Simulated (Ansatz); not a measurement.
ZnAu:
```xyz
2
Lattice="3.1866 0.0000 0.0000 0.0000 3.1866 0.0000 0.0000 0.0000 3.1866" Properties=species:S:1:pos:R:3 pbc="T T T"
Au     0.0000     0.0000     0.0000
Zn     1.5933     1.5933     1.5933
```

Relaxed with PBE. Special points in fractions of this cell's reciprocal vectors: Γ (0.000, 0.000, 0.000); X (0.000, 0.500, 0.000); M (0.500, 0.500, 0.000); R (0.500, 0.500, 0.500).

Problem. List the band energies nearest the Fermi level at these points for PBE (plane waves, PAW; program Ansatz).

Solution. In eV from the Fermi level; about four levels below and three above (degenerate sets whole), none deeper than 8.9 eV; points with the same levels are listed once.

```tsv
k	below	above
Γ	-5.32 -5.32 -3.70 -3.70 -3.70	4.90 4.90 4.90
X	-4.80 -4.80 -3.84 -2.40	10.28 10.84 10.84
M	-4.04 -4.04 -3.15 -1.87 -1.87	0.69 2.25 10.16
R	-6.22 -6.22 -6.22 -3.10 -3.10	1.26 3.32 3.68 3.68 3.68
```

Space group Pm-3m (CsCl type). Symmetry was held in the PBE relaxation. Spin–orbit coupling is left out wherever it is not named.

Potentials: the later of the program's two PAW sets.
